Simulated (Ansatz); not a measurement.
Space group Fd-3m:1 (No. 227). a = 7.052 Å, b = 7.052 Å, c = 7.052 Å, α = 90.00°, β = 90.00°, γ = 90.00°
```csv
atom,site,symmetry,x,y,z
Y,8a,-43m,0.5000,0.0000,0.5000
Co,16d,.-3m,0.1250,0.6250,0.1250
```

Equation of state of this YCo$_{2}$ structure (not necessarily the ground state), with shape and atoms relaxed at each volume where symmetry leaves them free. It has no gap at any of these volumes. The calculation used DFT PBEsol, scalar-relativistic, plane waves, PAW (Ansatz).

Cutoff 420 eV; k points 8×8×8 on the computed 6-atom cell (Γ-centred); Gaussian smearing, width 0.10 eV; collinear spin.

```csv
V (Å³/atom),E − E(largest V) (meV/atom),P (GPa)
13.738,-1.66,6.40
14.176,-14.34,3.86
14.615,-19.82,-0.04
15.053,-14.57,-3.64
15.492,0.00,-6.80
```

Fit a third-order Birch–Murnaghan equation to E(V).

V0 = 14.63 Å³/atom, B0 = 116 GPa, B0' = -4.7. B0' is unusual or poorly fixed by this range.

Cost: 5 runs of about 13 core-minutes in all, on Arm Neoverse V1 (shared hosts).